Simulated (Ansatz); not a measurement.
## MnO: input and output of an SCF run

MnO is taken as a measured crystal structure (space group Fm-3m, primitive cell doubled), 4 atoms in the cell. Source: COD entry 1010989; the sample's temperature and pressure aren't taken into account, and it need not be the stable phase.

Theory: DFT, PBE+U, PAW, plane waves, scalar-relativistic in Ansatz development build ahead of 0.2.0.

The input:

```yaml
crystal:
  lattice:
    - [0.0, 2.24, 2.24]
    - [4.48, 0.0, 4.48]
    - [2.24, 2.24, 0.0]
  atoms:
    - { symbol: Mn, position: [0.0, 0.0, 0.0], spin: 4.5 }
    - { symbol: Mn, position: [0.0, 0.5, 0.0], spin: -4.5 }
    - { symbol: O, position: [0.5, 0.25, 0.5] }
    - { symbol: O, position: [0.5, 0.75, 0.5] }
  symmetry: { detect: false, time_reversal: true }
magnetization:
  spin_polarized: true
hamiltonian:
  xc: pbe
  pseudopotentials: { kind: paw }
  hubbard: { sites: [{ species: Mn, l: d, u_eff: 6.5 }] }
basis:
  ecutwfc: 420
kpoints:
  mp_grid: { grid: [8, 4, 8] }
scf:
  occupations: { method: fermi_dirac, width: 0.02 }
output:
  forces: true
  stress: true
```

Command:
```sh
ansatz run input.yaml --threads 2 --pin off --max-ram 5120MiB --backend cpu --events-out ev --progress --plain --runs-dir out
```

What the program printed (shortened):

```
Mn: projections on atomic orbitals take those of the free atom [Ne] 3s2 3p6 3d5 4s2, of charge +0.00 (hamiltonian.pseudopotentials.projection_atoms); the dataset's partial waves leave at most 9.0e-7 of an orbital's norm unspanned inside its sphere
O: projections on atomic orbitals take those of the free atom [He] 2s2 2p4, of charge +0.00 (hamiltonian.pseudopotentials.projection_atoms); the dataset's partial waves leave at most 1.9e-8 of an orbital's norm unspanned inside its sphere
Pseudopotentials: kind: paw
Pseudopotential: Mn, paw, valence charge 15, recommended cutoff 420 eV (normal), Mn.paw.azcp
Pseudopotential: O, paw, valence charge 6, recommended cutoff 420 eV (normal), O.paw.azcp
Functional definition: PBE
Crystal: 4 atoms, lattice volume = 44.958 Å³
Basis set: ecut = 420 eV, 893 PW (Γ), exchange–correlation on 48×90×48 points (8 copies of the dense FFT grid, shifted against one another)
Bands: 31, of which v1, the nominal top of the filled ones, is band 21 counted from 1 (20 counted from 0)
Symmetry: 1 space group operations
k-points: 132 of 256 (time reversal used)
Non-local potential: Mn, projectors of the file, l = 0: 3, l = 1: 2, l = 2: 3, l = 3: 1
Non-local potential: O, projectors of the file, l = 0: 2, l = 1: 2, l = 2: 1
Initial density: superposition of atomic densities (chi_scale 0.1, normalization cell, long waves kept (reshape's long-wave potential 0.00 eV rms))
Starting moments: Σ|m| = 9 μB on 2 of 4 sites
Initial wavefunctions: pseudopotential atomic-orbital guess
Functional: x = pbe(κ = 0.804, μ = 0.2195149727645171), c = pbe(β = 0.06672455060314922)
SCF iter   1: F=—  HF=-8931.756028 eV  |F-HF|=—  |Δ(HF+E_count)|=         —  Δρ=8.80e-2 (↑8.80e-2 ↓8.80e-2)  dr2=8.61e0  dr2_m=6.68e-1  M=0.000 μB ∫|m|=9.322 μB  β_m=1.00  ethr=3.10e-3  ⟨swp⟩=4.2  Hψ=28398  notcnv=0  defer=2
preconditioner: auto → none  [insulator: Δε(μ)=1.690 eV  Ē_g=12.593 eV  σ=0.020 eV  W_gap=1.00  n_scr=16 (ndim 8)  ℏωp=28.2 eV  f_vac=0.000  D(μ)=0.00/eV (n_scr^D=0)  ε∞_Penn≈6.0]
SCF iter   2: F=—  HF=-8930.060043 eV  |F-HF|=—  |Δ(HF+E_count)|=    1.70e0  Δρ=2.37e-2 (↑2.37e-2 ↓2.37e-2)  dr2=7.68e-1  dr2_m=4.41e-2  M=0.000 μB ∫|m|=9.568 μB  β_m=1.00  ethr=3.10e-3  ⟨swp⟩=3.2  Hψ=19156  notcnv=0  defer=880
SCF iter   3: F=—  HF=-8930.254774 eV  |F-HF|=—  |Δ(HF+E_count)|=   1.95e-1  Δρ=1.10e-2 (↑1.10e-2 ↓1.10e-2)  dr2=1.41e-1  dr2_m=2.31e-3  M=0.000 μB ∫|m|=9.588 μB  β_m=1.00  ethr=1.83e-3  ⟨swp⟩=2.9  Hψ=15184  notcnv=0  defer=838
SCF iter   4: F=—  HF=-8930.432673 eV  |F-HF|=—  |Δ(HF+E_count)|=   1.78e-1  Δρ=5.94e-3 (↑5.94e-3 ↓5.94e-3)  dr2=2.21e-2  dr2_m=8.60e-4  M=0.000 μB ∫|m|=9.598 μB  β_m=0.30  ethr=3.35e-4  ⟨swp⟩=2.6  Hψ=12224  notcnv=0  defer=838
Mixer restart at iter 4: flushing history
spin-set hold released at iteration 4 (site moments contracting): the magnetisation degrees of freedom join the quasi-Newton model from the next iteration; the mixer history was flushed
SCF iter   5: F=—  HF=-8930.508715 eV  |F-HF|=—  |Δ(HF+E_count)|=   7.60e-2  Δρ=3.84e-3 (↑3.84e-3 ↓3.84e-3)  dr2=1.04e-2  dr2_m=4.26e-4  M=0.000 μB ∫|m|=9.604 μB  β_m=0.64  ethr=5.26e-5  ⟨swp⟩=2.0  Hψ=9148  notcnv=0  defer=838
SCF iter   6: F=—  HF=-8930.587429 eV  |F-HF|=—  |Δ(HF+E_count)|=   7.87e-2  Δρ=2.53e-3 (↑2.53e-3 ↓2.53e-3)  dr2=8.85e-3  dr2_m=1.15e-5  M=0.000 μB ∫|m|=9.613 μB  β_m=0.50  ethr=2.49e-5  ⟨swp⟩=2.5  Hψ=15038  notcnv=0  defer=838
SCF iter   7: F=—  HF=-8930.585245 eV  |F-HF|=—  |Δ(HF+E_count)|=   2.18e-3  Δρ=3.81e-4 (↑3.81e-4 ↓3.81e-4)  dr2=1.99e-4  dr2_m=1.24e-5  M=0.000 μB ∫|m|=9.617 μB  β_m=0.51  ethr=2.11e-5  ⟨swp⟩=2.1  Hψ=12562  notcnv=0  defer=838
SCF iter   8: F=—  HF=-8930.585234 eV  |F-HF|=—  |Δ(HF+E_count)|=   1.06e-5  Δρ=9.33e-5 (↑9.33e-5 ↓9.33e-5)  dr2=2.14e-6  dr2_m=2.57e-6  M=0.000 μB ∫|m|=9.617 μB  β_m=0.61  ethr=4.73e-7  ⟨swp⟩=2.2  Hψ=10923  notcnv=0  defer=838
SCF iter   9: F=—  HF=-8930.585243 eV  |F-HF|=—  |Δ(HF+E_count)|=   8.63e-6  Δρ=2.54e-5 (↑2.54e-5 ↓2.54e-5)  dr2=2.51e-7  dr2_m=1.47e-7  M=0.000 μB ∫|m|=9.618 μB  β_m=0.65  ethr=5.11e-9  ⟨swp⟩=2.0  Hψ=13466  notcnv=0  defer=838
iter 10 met the thresholds in force, and the SCF goes on: an eigenvalue changes by 0.09 meV, over its tolerance of 0.06 meV (output.eigenvalues, Limitations)
SCF iter  10: F=-8930.585243 eV  HF=-8930.585243 eV  |F-HF|=3.81e-8  |Δ(HF+E_count)|=   3.30e-7  Δρ=7.40e-6 (↑7.40e-6 ↓7.40e-6)  dr2=3.07e-9  dr2_m=2.10e-8  M=0.000 μB ∫|m|=9.618 μB  β_m=0.83  ethr=2.38e-10  ⟨swp⟩=4.0  Hψ=25266  notcnv=0
SCF iter  11: F=-8930.585243 eV  HF=-8930.585243 eV  |F-HF|=4.57e-10  |Δ(HF+E_count)|=   4.89e-8  Δρ=9.18e-7 (↑9.14e-7 ↓9.18e-7)  dr2=7.17e-10  dr2_m=1.73e-10  M=0.000 μB ∫|m|=9.618 μB  ethr=7.31e-12  ⟨swp⟩=1.2  Hψ=21868  notcnv=0
SCF 1 converged in 11 iterations: F = -8930.585243 eV  dr2 = 7.17e-10
  greatest PAW one-centre occupation: 1.004 electrons in one spin orbital (limit 2), on the Mn atom at site 0 (counted from 0), in its partial waves of l = 1
SCF converged after 11 iterations
an eigenvalue changed by more than its tolerance at an iteration that met the thresholds in force, so the SCF went on 1 time: the last check found none over its tolerance
Magnetization: 0.0000 μB (21.0000 up, 21.0000 down)
Absolute magnetization: 9.6187 μB (∫|ρ↑−ρ↓|, with the PAW one-centre terms)
Spin contamination: 4.9719 ħ² per cell (⟨S²⟩ above its minimum at these occupations)
Per-site moments (μB) at R_I (Å): [(4.3120, 0.924), (-4.3120, 0.924), (-7.8646e-9, 0.924), (-7.2160e-9, 0.924)]
Free energy (F): -8930.585243 eV
Harris-Foulkes:  -8930.585243 eV  (|F-HF|=4.57e-10)
Internal energy: -8930.585243 eV  (E = F + TS)
E sigma→0 (E₀):  -8930.585243 eV
Fermi energy:    12.132674 eV
--- Per-component energies (eV) ---
  E_band       = -542.634902
  E_kinetic    = 945.691755
  E_local      = -4512.412259  (includes V_loc(G=0)·N_el)
  E_nonlocal   = 606.702851
  E_hartree    = 1805.752953
  E_xc         = -368.889810
  E_vxc        = -471.161807  (∫ρ·V_xc dr)
  E_hubbard    = 1.481132  (on-site DFT+U / exact-exchange correction)
  E_vhub       = -30.914781  (the Hubbard potential's part of the band-sum identity)
  E_paw        = -2932.166872  (= ΣΔE_a)
  E_vpaw       = -692.051426  (= ΣTr[D̂ρ^β])
  E_aug_tail   = 0.004891  (compensation charges beyond the density's cutoff)
  E_ewald      = -4476.749884
  E_smearing   = -0.000000  (= −TS)
  E_closure    = -0.000000  (closes the sum)
  Σ components = -8930.585243   (vs F -8930.585243, Δ=0.00e0)
--- Forces (eV/Å), atoms counted from 1 ---
  atom   1  Mn     0.00000576    -0.00000570     0.00000578
  atom   2  Mn    -0.00000571     0.00000571    -0.00000564
  atom   3  O      0.00000019    -0.00000019     0.00000019
  atom   4  O     -0.00000020     0.00000019    -0.00000020
  max |Σ_I F_I| component: 1.26e-7 eV/Å
--- Stress (GPa, compression-positive) ---
        6.565374       0.804384      -0.804384
        0.804384       6.565374       0.804384
       -0.804384       0.804384       6.565374
  P = ⅓ Tr σ = 6.5654 GPa (65.654 kbar)
```

Among 17 converged runs of this cell from various starts and settings, this end is the lowest found.

A static U favours moments and orbital order; the result depends on U and need not be the measured state.

The run took 27 s on 2 threads of Arm Neoverse V2, with other jobs on the host, peak memory 0.7 GiB.
